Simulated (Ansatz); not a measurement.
Starting cell, CdSe (wurtzite):

```
CELL_PARAMETERS angstrom
      4.38272     0.00000     0.00000
     -2.19136     3.79554     0.00000
      0.00000     0.00000     7.15447
ATOMIC_POSITIONS crystal
  Cd 0.66667 0.33333 0.00047
  Cd 0.33333 0.66667 0.50047
  Se 0.66667 0.33333 0.62473
  Se 0.33333 0.66667 0.12473
```

A phonon eigenvector at Γ is frozen into this cell: atom i moves by Q times the vector below, so Q is the largest atomic displacement, in Å. The cell is held. It is one choice among 2 degenerate patterns.

```
atom      x       y      z
----  -----  ------  -----
Cd1   0.000   1.000  0.000
Cd2   0.000  -1.000  0.000
Se3   0.000  -0.855  0.000
Se4   0.000   0.855  0.000
```

Level of theory: PBE (plane waves to 420 eV, PAW, scalar-relativistic; Ansatz, an electronic-structure program). k mesh 9×9×5 (Γ-centred), Fermi-Dirac smearing 0.05 eV. E stands for the smeared free energy. CdSe was relaxed with its symmetry unable to fall. The zero of ΔE is the undisplaced structure.

| Q (Å) | ΔE (meV/cell) |
|---|---|
| -0.180 | 26.1 |
| -0.150 | 17.8 |
| -0.120 | 11.2 |
| -0.090 | withheld |
| -0.060 | 2.7 |
| -0.030 | 0.7 |
| 0.000 | 0.0 |
| 0.030 | 0.7 |
| 0.060 | 2.7 |
| 0.090 | 6.0 |
| 0.120 | 10.7 |
| 0.150 | 16.9 |
| 0.180 | 24.6 |

Q: Fit a polynomial form (powers 2, 3, 4) to the given rows and predict ΔE at Q = -0.090.

A: Least squares on the 12 given rows: ΔE = (744.0)·Q² + (-130.6)·Q³ + (1187)·Q⁴, in meV/cell with Q in Å; root-mean-square residual 0.02 meV/cell. At -0.090 the fit gives 6.2 meV/cell; the calculation gives 6.2 meV/cell, the same to the digits shown. The quadratic term alone would give 6.0 meV/cell.

(For displaced atoms, the force is minus the slope of the energy, and its curvature is a force constant, which sets phonon frequencies.)
